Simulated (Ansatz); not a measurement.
**Fields on a plane of LuAg4 (space group I4/m)**

```yaml
crystal:
  lattice:
    - [-3.27408, 3.27408, 2.02128]
    - [3.27408, -3.27408, 2.02128]
    - [3.27408, 3.27408, -2.02128]
  atoms:
    - { symbol: Lu, position: [0.00000, 0.00000, 0.00000] }
    - { symbol: Ag, position: [0.40198, 0.80398, 0.20595] }
    - { symbol: Ag, position: [0.59802, 0.19602, 0.79405] }
    - { symbol: Ag, position: [0.19602, 0.40198, 0.59800] }
    - { symbol: Ag, position: [0.80398, 0.59802, 0.40200] }
```

The slice is a (100) plane (indices of the conventional cell) through the point (0.196, 0.402, 0.598) (fractional), spanned by u = [110] and v = [101] in vectors of this cell: u (4.04 Å) and v (6.55 Å, at 90° to u). It covers one period; positions are fractions (u, v).

Atoms on it: Ag at (0.00, 0.00). Other atoms lie within 1 Å of the plane.

Level of theory: LDA (plane waves to 420 eV, PAW, scalar-relativistic; Ansatz, a quantum-chemistry and plane-wave program). k mesh 14×14×14. Inside the PAW spheres the values are not all-electron values, and peaks at nuclei hang on which shells count as valence. LuAg4 is run without spin polarisation. LuAg4 was relaxed with its symmetry unable to fall.

```
|xxxxxxxxxx5588999999998855xxxxxxxx|
|xxxxxxxx00668899999999886600xxxxxx|
|xxxxxx004477888877778888774400xxxx|
|xxxx0033667766554444556677663300xx|
|4444556677663300xxxx00336677665544|
|77778877664400xxxxxxxx004466778877|
|888888886600xxxxxxxxxxxx1166888888|
|888888775500xxxxxxxxxxxx0055778888|
|777788775500xxxxxxxxxxxx0055778877|
|777777776622xxxxxxxxxxxx2266777777|
|66667777775500xxxxxxxx005577777766|
|6677778877664422000022446677887777|
|7777778888776644444444667788887777|
|7777778877775544333344557777887777|
|7777777766553311000011335566777777|
|7777776655220000000000002255667777|
|77776655330000xxxxxxxx000033556677|
|777766551100xxxxxxxxxxxx0011556677|
|777766440000xxxxxxxxxxxx0000446677|
|888877550000xxxxxxxxxxxx0000557788|
|888877552200xxxxxxxxxxxx0022557788|
|77777766330000xxxxxxxx000033667777|
|4444555544220000000000002244555544|
|xxxx0033444433110000113344443300xx|
|xxxxxx003355555555555555553300xxxx|
|xxxxxxxx00557777777777775500xxxxxx|
|xxxxxxxxxx4477889999887744xxxxxxxx|
|xxxxxxxxxx4488999999998844xxxxxxxx|
```
Scale: ten equal steps from 2.00 (start of '0') to 10.86 (end of '9'), in the order '0123456789'. Values: electrostatic potential energy of an electron, from the cell's mean, in eV. The map has 17 points along u (two characters each, u = 0 at the left) and 28 along v (v = 0 in the bottom row). Points within 1 Å of a nucleus are blanked (x), as the pseudised field means little there. Values under 2 eV are set to 2. The zero, the cell's mean, hangs on the PAW cores.

| v \ u | 0.00 | 0.12 | 0.24 | 0.35 | 0.47 | 0.59 | 0.71 | 0.82 | 0.94 |
|---|---|---|---|---|---|---|---|---|---|
| 0.96 | x | 0.60 | 0.27 | 0.19 | 0.21 | 0.20 | 0.18 | 0.45 | x |
| 0.86 | 0.30 | 0.22 | 0.17 | 0.19 | 0.20 | 0.19 | 0.19 | 0.17 | 0.28 |
| 0.75 | 0.19 | 0.20 | 0.18 | 0.31 | 0.48 | 0.42 | 0.21 | 0.19 | 0.19 |
| 0.64 | 0.18 | 0.19 | 0.17 | 0.27 | 0.44 | 0.38 | 0.18 | 0.19 | 0.18 |
| 0.54 | 0.19 | 0.22 | 0.27 | 0.25 | 0.26 | 0.25 | 0.26 | 0.25 | 0.20 |
| 0.43 | 0.24 | 0.27 | 0.18 | 0.11 | 0.22 | 0.17 | 0.11 | 0.26 | 0.25 |
| 0.32 | 0.26 | 0.24 | 0.10 | 0.51 | 0.81 | 0.73 | 0.20 | 0.15 | 0.26 |
| 0.21 | 0.26 | 0.27 | 0.13 | 0.21 | 0.52 | 0.40 | 0.11 | 0.22 | 0.26 |
| 0.11 | 0.48 | 0.38 | 0.26 | 0.18 | 0.09 | 0.12 | 0.25 | 0.30 | 0.45 |
| 0.00 | x | x | 0.30 | 0.21 | 0.21 | 0.21 | 0.20 | 0.48 | x |

Values: electron localisation function (ELF). Points within 0.5 Å of a nucleus are blanked (x), as the pseudised field means little there.
